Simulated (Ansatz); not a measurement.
Given:

Ge$_{3}$N$_{4}$:
```
CELL_PARAMETERS angstrom
      0.00000     4.08258     4.08258
      4.08258     0.00000     4.08258
      4.08258     4.08258     0.00000
ATOMIC_POSITIONS crystal
  Ge 0.62500 0.62500 0.62500
  Ge 0.12500 0.62500 0.62500
  Ge 0.62500 0.12500 0.62500
  Ge 0.62500 0.62500 0.12500
  Ge 0.25000 0.25000 0.25000
  Ge 0.00000 0.00000 0.00000
  N  0.86699 0.86699 0.86699
  N  0.39902 0.86699 0.86699
  N  0.86699 0.39902 0.86699
  N  0.86699 0.86699 0.39902
  N  0.38301 0.38301 0.38301
  N  0.85098 0.38301 0.38301
  N  0.38301 0.85098 0.38301
  N  0.38301 0.38301 0.85098
```

This is the LDA-relaxed structure.

Question: All from LDA in the plane-wave PAW code Ansatz, unless another level is named. Give the Poisson's ratio.

Answer: 0.21.

Question: Next, the vibrational entropy at 300 K?

Answer: 13.6 J/(K·mol of atoms).

Space group Fd-3m. Symmetry was held in the LDA relaxation; phonons on a q-mesh show no instability.

Potentials: the later of the program's two PAW sets.
